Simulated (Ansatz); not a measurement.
A distorted cell of MgO (rock salt):

```
MgO
1.0
    0.00000     4.25375     4.25375
    2.12687     0.00000     2.12687
    2.12687     2.12687     0.00000
O Mg
2 2
Direct
  0.05485   0.89029   0.10971
  0.50000   0.00000   0.00000
  0.25000   0.50000   0.50000
  0.75000   0.50000   0.50000
```

The numbers are results of PBE (plane waves to 420 eV, PAW, scalar-relativistic; Ansatz, a program for electronic structure), not measurements. k mesh 11×11×11 (Γ-centred), Fermi-Dirac smearing 0.05 eV. E stands for the smeared free energy. Compression counts positive. MgO was relaxed with its symmetry unable to fall.

### Question
Predict the force on every atom, in eV/Å.

### Answer
```csv
atom,Fx,Fy,Fz
O1,0.888,-7.744,-0.888
O2,-0.849,1.299,0.849
Mg3,-0.005,6.307,0.005
Mg4,-0.033,0.139,0.033
```

### Question
Give the stress tensor in GPa and the pressure.

### Answer
```
   -0.3     -0.7      0.7
   -0.7     41.9      0.7
    0.7      0.7     -0.3
```
The pressure, a third of the trace, is 13.8 GPa.

### Question
In it atom 1 sits (0.000, 0.467, 0.000) Å away from its relaxed site. What is its energy relative to the relaxed cell?

### Answer
1283 meV/cell.

(For displaced atoms, the force is minus the slope of the energy, and its curvature is a force constant, which sets phonon frequencies.)
